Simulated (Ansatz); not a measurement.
KF:
```xyz
2
Lattice="0.0000 2.7104 2.7104 2.7104 0.0000 2.7104 2.7104 2.7104 0.0000" Properties=species:S:1:pos:R:3 pbc="T T T"
K      0.0000     0.0000     0.0000
F      2.7104     2.7104     2.7104
```

Tensor components refer to the Cartesian frame of this cell.

Give the high-frequency dielectric tensor and the Born effective charge tensors of the independent atoms from DFPT, plane-wave PAW PBE (Ansatz code).


ε∞:
```
1.96  0.00  0.00
0.00  1.96  0.00
0.00  0.00  1.96
```
Z* of atom 1 (K), rows: field, columns: displacement, in e:
```
1.13  0.00  0.00
0.00  1.13  0.00
0.00  0.00  1.13
```
Z* of atom 2 (F), rows: field, columns: displacement, in e:
```
-1.13   0.00   0.00
 0.00  -1.13   0.00
 0.00   0.00  -1.13
```

Static charges for comparison (Bader): K1 +0.86, F2 -0.86 e. Born charges measure polarisation by displacement and can exceed these by far.

Space group Fm-3m (rock salt). Symmetry was held in the PBE relaxation.

Potentials: the later of the program's two PAW sets.
